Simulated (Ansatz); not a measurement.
Step by step: Sb, 20 steps of 3.0 fs from 800 K

Theory: DFT, PBEsol, all-electron LAPW, scalar-relativistic in Ansatz 0.2.0.

Command: `ansatz run input.yaml --threads 2 --pin off --max-ram 4096MiB --backend cpu --events-out ev --progress --plain --runs-dir out` The run took 10 min on 2 threads of Arm Neoverse V2 (shared host), peak memory 0.73 GiB.

```yaml
crystal:
  lattice:
    - [4.3084, 2.4874558998, 7.516]
    - [-2.1542, 1.2437279499, 3.758]
    - [0.0, -2.4874558998, 3.758]
  atoms:
    - { symbol: Sb, position: [0.116745, 0.23349, 0.23349] }
    - { symbol: Sb, position: [0.616745, 0.23349, 0.23349] }
    - { symbol: Sb, position: [0.383255, 0.76651, 0.76651] }
    - { symbol: Sb, position: [0.883255, 0.76651, 0.76651] }
kpoints:
  mp_grid: { grid: [3, 5, 5] }
scf:
  occupations: { method: fermi_dirac, width: 0.08 }
hamiltonian:
  xc: pbesol
  pseudopotentials: { kind: all_electron, lapw: { basis_error: 0.001 } }
output:
  forces: true
  stress: true
md:
  timestep: 3.0
  n_steps: 20
  ensemble: nve
  temperature: 800
  initial_velocities: maxwell_boltzmann
  seed: 374881
```

Spin–orbit coupling is left out, though it moves levels of the heavy atoms by tenths of an eV or more.

The geometry is COD entry 5000214, unchecked; take it as a test cell.

Each frame lists Cartesian positions (Å) and forces (eV/Å). Free energies count from the first step, -705167.2555 eV.

Step 0 (t = 0.0 fs): E = 0.0 meV, T = 800 K, conserved energy 0.0 meV

```
Sb    0.0000    0.0000    2.6324    -0.031  -0.018   0.082
Sb    2.1542    1.2437    6.3904    -0.031  -0.018   0.082
Sb    0.0000    0.0000    8.6416     0.031   0.018  -0.082
Sb    2.1542    1.2437   12.3996     0.031   0.018  -0.082
```

Step 1 (t = 3.0 fs): E = +3.2 meV, T = 792 K, conserved energy 0.0 meV

```
Sb    0.0005    0.0012    2.6277    -0.032  -0.014   0.092
Sb    2.1502    1.2427    6.3850    -0.009  -0.020   0.170
Sb    0.0134    0.0045    8.6452    -0.068  -0.021  -0.140
Sb    2.1444    1.2391   12.4061     0.109   0.055  -0.123
```

Step 2 (t = 6.0 fs): E = +9.8 meV, T = 775 K, conserved energy 0.0 meV

```
Sb    0.0010    0.0023    2.6230    -0.031  -0.010   0.102
Sb    2.1461    1.2417    6.3798     0.014  -0.024   0.262
Sb    0.0267    0.0089    8.6487    -0.170  -0.058  -0.200
Sb    2.1346    1.2345   12.4125     0.187   0.092  -0.165
```

Step 3 (t = 9.0 fs): E = +19.8 meV, T = 749 K, conserved energy 0.0 meV

```
Sb    0.0015    0.0035    2.6185    -0.029  -0.005   0.113
Sb    2.1421    1.2406    6.3748     0.038  -0.029   0.355
Sb    0.0399    0.0134    8.6520    -0.272  -0.095  -0.261
Sb    2.1250    1.2300   12.4187     0.264   0.129  -0.206
```

Step 4 (t = 12.0 fs): E = +32.9 meV, T = 715 K, conserved energy 0.0 meV

```
Sb    0.0019    0.0047    2.6140    -0.027  -0.001   0.123
Sb    2.1381    1.2395    6.3700     0.063  -0.035   0.449
Sb    0.0529    0.0177    8.6552    -0.374  -0.130  -0.324
Sb    2.1155    1.2256   12.4249     0.339   0.166  -0.248
```

Step 5 (t = 15.0 fs): E = +48.9 meV, T = 674 K, conserved energy +0.1 meV

```
Sb    0.0024    0.0058    2.6096    -0.025   0.003   0.133
Sb    2.1341    1.2384    6.3655     0.088  -0.043   0.542
Sb    0.0656    0.0220    8.6581    -0.476  -0.162  -0.387
Sb    2.1063    1.2213   12.4308     0.413   0.203  -0.289
```

Step 6 (t = 18.0 fs):

```
Sb    0.0028    0.0070    2.6053
Sb    2.1302    1.2373    6.3614
Sb    0.0780    0.0261    8.6608
Sb    2.0974    1.2171   12.4365
```

Step 7 (t = 21.0 fs): E = +87.6 meV, T = 575 K, conserved energy +0.1 meV

```
Sb    0.0032    0.0082    2.6011    -0.019   0.010   0.153
Sb    2.1264    1.2361    6.3578     0.138  -0.062   0.721
Sb    0.0900    0.0301    8.6631    -0.671  -0.221  -0.507
Sb    2.0888    1.2131   12.4420     0.552   0.273  -0.366
```

Step 8 (t = 24.0 fs): E = +109.2 meV, T = 519 K, conserved energy +0.2 meV

```
Sb    0.0036    0.0093    2.5970    -0.016   0.013   0.161
Sb    2.1227    1.2349    6.3547     0.162  -0.073   0.804
Sb    0.1015    0.0340    8.6650    -0.762  -0.246  -0.563
Sb    2.0807    1.2093   12.4473     0.617   0.306  -0.402
```

Step 9 (t = 27.0 fs): E = +131.4 meV, T = 462 K, conserved energy +0.2 meV

```
Sb    0.0039    0.0105    2.5931    -0.014   0.016   0.170
Sb    2.1190    1.2336    6.3521     0.185  -0.083   0.880
Sb    0.1125    0.0376    8.6666    -0.849  -0.269  -0.615
Sb    2.0729    1.2057   12.4522     0.677   0.337  -0.435
```

Step 10 (t = 30.0 fs): E = +153.6 meV, T = 405 K, conserved energy +0.2 meV

```
Sb    0.0043    0.0117    2.5892    -0.012   0.017   0.177
Sb    2.1156    1.2323    6.3502     0.206  -0.094   0.949
Sb    0.1229    0.0411    8.6677    -0.928  -0.289  -0.661
Sb    2.0657    1.2024   12.4568     0.733   0.366  -0.465
```

Step 11 (t = 33.0 fs): E = +175.2 meV, T = 349 K, conserved energy +0.3 meV

```
Sb    0.0046    0.0129    2.5855    -0.010   0.018   0.184
Sb    2.1122    1.2309    6.3490     0.226  -0.104   1.008
Sb    0.1326    0.0444    8.6684    -1.001  -0.307  -0.701
Sb    2.0589    1.1993   12.4611     0.784   0.393  -0.491
```

Step 12 (t = 36.0 fs): E = +195.4 meV, T = 297 K, conserved energy +0.3 meV

```
Sb    0.0050    0.0141    2.5819    -0.008   0.019   0.190
Sb    2.1091    1.2294    6.3485     0.245  -0.112   1.058
Sb    0.1416    0.0474    8.6685    -1.065  -0.323  -0.734
Sb    2.0528    1.1965   12.4651     0.829   0.417  -0.514
```

Step 13 (t = 39.0 fs): E = +213.7 meV, T = 250 K, conserved energy +0.4 meV

```
Sb    0.0053    0.0154    2.5784    -0.007   0.018   0.195
Sb    2.1061    1.2279    6.3487     0.261  -0.119   1.096
Sb    0.1498    0.0503    8.6682    -1.121  -0.337  -0.758
Sb    2.0472    1.1940   12.4687     0.867   0.437  -0.533
```

Step 14 (t = 42.0 fs): E = +229.6 meV, T = 209 K, conserved energy +0.4 meV

```
Sb    0.0057    0.0166    2.5751    -0.006   0.017   0.199
Sb    2.1033    1.2262    6.3497     0.275  -0.123   1.122
Sb    0.1572    0.0528    8.6672    -1.168  -0.349  -0.774
Sb    2.0422    1.1918   12.4719     0.899   0.455  -0.548
```

Step 15 (t = 45.0 fs): E = +242.5 meV, T = 176 K, conserved energy +0.4 meV

```
Sb    0.0060    0.0179    2.5719    -0.006   0.015   0.203
Sb    2.1007    1.2245    6.3515     0.288  -0.124   1.136
Sb    0.1638    0.0552    8.6658    -1.206  -0.359  -0.781
Sb    2.0379    1.1899   12.4747     0.923   0.469  -0.558
```

Step 16 (t = 48.0 fs): E = +252.3 meV, T = 151 K, conserved energy +0.4 meV

```
Sb    0.0063    0.0191    2.5689    -0.005   0.012   0.206
Sb    2.0983    1.2227    6.3542     0.298  -0.123   1.136
Sb    0.1695    0.0573    8.6638    -1.234  -0.369  -0.777
Sb    2.0343    1.1884   12.4771     0.941   0.479  -0.565
```

Step 17 (t = 51.0 fs): E = +258.7 meV, T = 134 K, conserved energy +0.4 meV

```
Sb    0.0066    0.0204    2.5660    -0.005   0.009   0.208
Sb    2.0961    1.2208    6.3576     0.307  -0.118   1.122
Sb    0.1744    0.0591    8.6612    -1.252  -0.377  -0.764
Sb    2.0313    1.1872   12.4792     0.951   0.485  -0.567
```

Step 18 (t = 54.0 fs): E = +261.7 meV, T = 126 K, conserved energy +0.4 meV

```
Sb    0.0070    0.0217    2.5633    -0.006   0.006   0.210
Sb    2.0941    1.2188    6.3618     0.313  -0.109   1.095
Sb    0.1784    0.0606    8.6581    -1.261  -0.385  -0.741
Sb    2.0290    1.1864   12.4808     0.953   0.488  -0.565
```

Step 19 (t = 57.0 fs): E = +261.4 meV, T = 127 K, conserved energy +0.4 meV

```
Sb    0.0073    0.0230    2.5607    -0.006   0.001   0.212
Sb    2.0923    1.2167    6.3669     0.318  -0.097   1.055
Sb    0.1814    0.0619    8.6544    -1.261  -0.392  -0.708
Sb    2.0274    1.1859   12.4820     0.949   0.487  -0.559
```

Step 20 (t = 60.0 fs): E = +257.9 meV, T = 136 K, conserved energy +0.4 meV

```
Sb    0.0076    0.0243    2.5583    -0.006  -0.003   0.213
Sb    2.0908    1.2146    6.3726     0.322  -0.082   1.002
Sb    0.1836    0.0629    8.6503    -1.253  -0.397  -0.666
Sb    2.0264    1.1857   12.4828     0.937   0.483  -0.549
```

**Question.** Give the energy and forces of step 6.

**Answer.** E = +67.3 meV, T = 627 K, conserved energy +0.1 meV
```
Sb    0.0028    0.0070    2.6053    -0.022   0.007   0.143
Sb    2.1302    1.2373    6.3614     0.113  -0.052   0.633
Sb    0.0780    0.0261    8.6608    -0.575  -0.193  -0.448
Sb    2.0974    1.2171   12.4365     0.484   0.238  -0.328
```

**Question.** What is the mean temperature over the last 11 frames?

**Answer.** 215 K; so short a run of so small a cell isn't equilibrated.
